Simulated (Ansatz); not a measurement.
# What a change of settings does: Ba (bcc type)

First run: DFT, LDA, PAW with Ansatz's default frozen-core files, scalar-relativistic (Ansatz 0.2.0).

Command: `ansatz run input.yaml --threads 1 --pin off --max-ram 2048MiB --backend cpu --events-out ev --progress --plain --runs-dir out` It took 2.9 s on 1 thread of Arm Neoverse V2, on a shared host, peak memory 0.3 GiB.

```yaml
crystal:
  lattice:
    - [-2.3789389852, 2.3789389852, 2.3789389852]
    - [2.3789389852, -2.3789389852, 2.3789389852]
    - [2.3789389852, 2.3789389852, -2.3789389852]
  atoms:
    - { symbol: Ba, position: [0.0, 0.0, 0.0] }
kpoints:
  mp_grid: { grid: [11, 11, 11] }
  band_path:
    path:
      - [0.0, 0.0, 0.0]
      - [0.5, -0.5, 0.5]
      - [0.0, 0.0, 0.5]
      - [0.0, 0.0, 0.0]
      - [0.25, 0.25, 0.25]
      - [0.5, -0.5, 0.5]
      - [0.25, 0.25, 0.25]
      - [0.0, 0.0, 0.5]
    npoints: 8
scf:
  occupations: { method: fermi_dirac, width: 0.05 }
hamiltonian:
  xc: lda
  pseudopotentials: { kind: paw }
output:
  forces: true
  stress: true
  eigenvalues: true
  populations: true
  dos: { projected: true, de: 0.2, e_range: [-14, 8] }
  write_density: true
  write_potential: true
  elf: true
  volumetric_format: npy
```

The base cell comes from a relaxation on PAW files under the same functional.

This run: the series' base cell.

It converges in 6 SCF iterations at a pressure of 0.00 GPa, cutoff 420 eV.

A second input differs as follows:

```diff
 scf:
-  occupations: { method: fermi_dirac, width: 0.05 }
+  occupations: { method: fermi_dirac, width: 1.0 }
+  max_iter: 50
 hamiltonian:
   populations: true
-  dos: { projected: true, de: 0.2, e_range: [-14, 8] }
-  write_density: true
-  write_potential: true
-  elf: true
-  volumetric_format: npy
```

Q: What is wrong with it, and what does the program do?

A: The change was made to test a smearing of electronvolts. The run converges in 6 SCF iterations at a pressure of 1.84 GPa, cutoff 420 eV, free energy -2.21 eV/atom against the first run's. Compare each number with the sound run's before taking it for a property of the system. The log ends:
```
  P = ⅓ Tr σ = 1.8358 GPa (18.358 kbar)
--- Band table (eV; the first three rows and the last of 56) ---
  k-point 0: bands = ["-21.5596", "-6.3514", "-6.3514", "-6.3514", "4.0659", "8.8953", "8.8953", "8.8953", "10.5847", "10.5847", "12.1599", "12.1599", "12.1599", "14.1893", "14.1893", "14.1893", "14.5689", "17.7056", "17.7056", "17.7056", "20.7797", "20.7797", "22.3507", "22.3507", "22.3507"]
  k-point 1: bands = ["-21.5528", "-6.4205", "-6.3717", "-6.3521", "4.2559", "8.7307", "8.7961", "9.0751", "10.2666", "10.5191", "12.3496", "12.3832", "12.6601", "14.1330", "14.1362", "14.1981", "14.5587", "17.7628", "17.8274", "17.9079", "19.7479", "20.2574", "22.1144", "22.1408", "23.6592"]
  k-point 2: bands = ["-21.5343", "-6.5990", "-6.4253", "-6.3539", "4.7643", "8.3686", "8.4298", "9.6001", "10.1119", "10.4446", "12.7278", "12.8885", "13.3672", "13.9770", "13.9823", "14.2198", "14.5218", "17.7368", "18.1341", "18.2176", "18.8217", "19.4567", "21.2954", "22.1720", "24.4975"]
  k-point 55: bands = ["-21.4120", "-6.8850", "-6.8721", "-6.8721", "6.1827", "6.2119", "11.1023", "11.1023", "11.3487", "12.2040", "12.9299", "12.9299", "13.3275", "14.3645", "14.3645", "14.3661", "14.8946", "15.1331", "15.1331", "16.0865", "20.4201", "20.5675", "22.0581", "25.3952", "25.3952"]
--- Löwdin populations: 1 site ---
  site symbol       q [e]
     0     Ba      8.8450
  spilling = 0.115503 (of n_electrons = 10.000000)
```
